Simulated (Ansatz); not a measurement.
La₂MgNiO₆ in space group R-3 (No. 148; La on 6c, Mg on 3b, Ni on 3a, O on 18f) at seven volumes, plane-wave PAW HSE06 (Ansatz code), shape and atoms relaxed at each. One row is withheld.

```
V (Å³/atom)  P (GPa)
-----------  -------
10.283         19.58
10.621         11.96
10.960          5.49
11.299          0.00
11.638         -4.62
11.977         -8.52
12.316             ?
```

Fit the shown pressures and predict the withheld one.

Third-order Birch–Murnaghan: P = (3/2)B₀(x^(7/2) − x^(5/2))[1 + (3/4)(B′ − 4)(x − 1)] with x = (V₀/V)^(2/3). Least squares on the six rows gives V₀ = 11.300 Å³/atom, B₀ = 167.4 GPa, B′ = 4.57. At V = 12.316, x = 0.9442 and P = -11.85 GPa. The run itself gave -11.78 GPa.

The workflow started from a Materials Project entry (that database holds measured and hypothetical structures alike); the Crystallography Open Database copy checked does not list it. With Mg and Ni taken as one species the cell has the higher symmetry R-3c, so it may be an ordered model of a mixed-site phase. Whether it is the stable phase at ambient conditions was not checked. The HSE06 relaxation kept the symmetry of its start; its stability against distortions is not shown here. No spin polarisation was allowed. Scalar-relativistic: spin–orbit coupling is off unless named, which matters more the heavier the elements.

Potentials: the later of the program's two PAW sets.
